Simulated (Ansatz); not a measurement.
## A change and its effect: LuHg (Pm-3m)

```
Lu Hg
1.0
     3.52437    0.00000    0.00000
     0.00000    3.52437    0.00000
     0.00000    0.00000    3.52437
Lu Hg
1 1
Direct
  0.50000 0.50000 0.50000
  0.00000 0.00000 0.00000
```

The cell was relaxed at 5 GPa.

Unless marked otherwise, the numbers come from PBEsol, PAW on Ansatz 0.2.0's default frozen-core files (fitted under PBE), scalar-relativistic. k mesh 12×12×12, strains of ±0.008, Fermi-Dirac smearing of 0.050 eV, cutoff 420 eV. The cell was relaxed by PAW under this functional.

With these settings the run gives C11 = 129.3, C44 = 58.1 GPa and B_V = 103.3 GPa (relaxed ions).

Problem. The run is repeated in the same cell with scf.occupations.method from fermi_dirac to cold; scf.occupations.width from 0.05 to 0.1. What moves, and by how much?

Solution. C11: -3.45 %; C44: -5.04 %; B_V: +0.37 %.

Keep in mind: frozen-core PAW files fitted under PBE, their cores solved anew for the functional of the run; responses of metals move with mesh and smearing; no spin-orbit coupling on heavy atoms.
